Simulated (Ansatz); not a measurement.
In2Au (cubic Laves (MgCu2 type), Fd-3m) under volume change, r²SCAN in the plane-wave PAW code Ansatz, scaled uniformly.

```json
[
 {"V (Å³/atom)": "22.641", "E − E(relaxed) (meV/atom)": "34.1", "P (GPa)": "5.40"},
 {"V (Å³/atom)": "23.388", "E − E(relaxed) (meV/atom)": "14.1", "P (GPa)": "3.24"},
 {"V (Å³/atom)": "24.134", "E − E(relaxed) (meV/atom)": "3.3", "P (GPa)": "1.47"},
 {"V (Å³/atom)": "24.881", "E − E(relaxed) (meV/atom)": "0.0", "P (GPa)": "0.00"},
 {"V (Å³/atom)": "25.627", "E − E(relaxed) (meV/atom)": "?", "P (GPa)": "?"},
 {"V (Å³/atom)": "26.374", "E − E(relaxed) (meV/atom)": "?", "P (GPa)": "?"},
 {"V (Å³/atom)": "27.120", "E − E(relaxed) (meV/atom)": "23.1", "P (GPa)": "-3.00"}
]
```

Task: What belongs in the gaps?

Result: 
- 26.374, E − E(relaxed) (meV/atom): 10.9
- 26.374, P (GPa): -2.19
- 25.627, E − E(relaxed) (meV/atom): 2.9
- 25.627, P (GPa): -1.20

Task: What does a third-order Birch–Murnaghan fit give for V₀, B₀ and B′?

Result: V₀ = 24.88 Å³/atom, B₀ = 44.2 GPa, B′ = 5.5.

The cell is a constructed one: a structure type filled with these elements; neither database checked (COD, Materials Project) lists it. COD files the formula under space group No. 225, so this cell is another polymorph or a model. Whether it is the stable phase at ambient conditions was not checked. The r²SCAN relaxation kept the symmetry of its start; its stability against distortions is not shown here. Spin–orbit coupling is left out wherever it is not named.

Potentials: the earlier of the program's two PAW sets.
